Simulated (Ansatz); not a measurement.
Al4GaRu2: rattling a relaxed structure

It was reached by relaxing an invented guess, and it needn't be the stable form of this composition.

Method: DFT PBE, scalar-relativistic, plane waves, PAW in Ansatz. Cutoff 420 eV; k points 6×6×8 on the computed 7-atom cell (Γ-centred); Gaussian smearing, width 0.10 eV; no spin polarisation.

The cell below (7 atoms, space group C2/m (No. 12)) is relaxed within its symmetry.

```xyz
7
Lattice="3.3698 -3.7655 -0.0049 3.3698 3.7655 -0.0049 -0.2269 0.0000 4.3766" Properties=species:S:1:pos:R:3 pbc="T T T"
Al    4.3877    2.3723    1.1143
Al    2.1250   -2.3723    3.2525
Al    2.1250    2.3723    3.2525
Al    4.3877   -2.3723    1.1143
Ga    3.3698    0.0000   -0.0049
Ru    5.5883    0.0000    1.0523
Ru    0.9244    0.0000    3.3144
```

For the test it was strained at random (σ = 1.5 % a component), the atoms were moved at random (σ = 0.10 Å), and all was relaxed again on a coarse 6×4×4 mesh (in the run’s order of axes) with 0.20 eV smearing, with no symmetry imposed.

Question: Does it come back?

Answer: It returns, within 1 meV/atom of the unmoved cell on that mesh and with the same symmetry when read at 0.1 Å. So it is stable against the distortions that fit this cell and that this random move excites. Modes that don't fit the cell aren't tested.
